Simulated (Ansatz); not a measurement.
In r²SCAN in the plane-wave PAW code Ansatz, C in the hexagonal phase (P6_122; C on 6b) relaxes to a = 3.561 Å, c = 3.364 Å.

The Kohn–Sham gap is 4.41 eV (indirect). The valence maximum lies on the L–M line, 8 % of the way from L and the conduction minimum on the Γ–A line, 39 % of the way from Γ (2 equivalent valleys). The screened hybrid HSE06 puts the gap at 5.38 eV. The electron mass is 0.29, 7.2, 7.2 mₑ (principal values). The hole mass is 0.53, 0.72, 1.1 mₑ (principal values).

The bulk modulus is 4020 kbar. The relaxed-ion elastic constants in GPa are C11 = 954, C12 = 177, C13 = 119, C33 = 901, C44 = 520. The elastic constants imply a Debye temperature near 2070 K.

The start of the workflow was typed in or built on a structure type; neither database checked (COD, Materials Project) lists it. It is not the phase usual at ambient conditions (space group No. 194, 227). Symmetry was held in the r²SCAN relaxation; its stability against distortions is not shown here.

Potentials: the earlier of the program's two PAW sets.
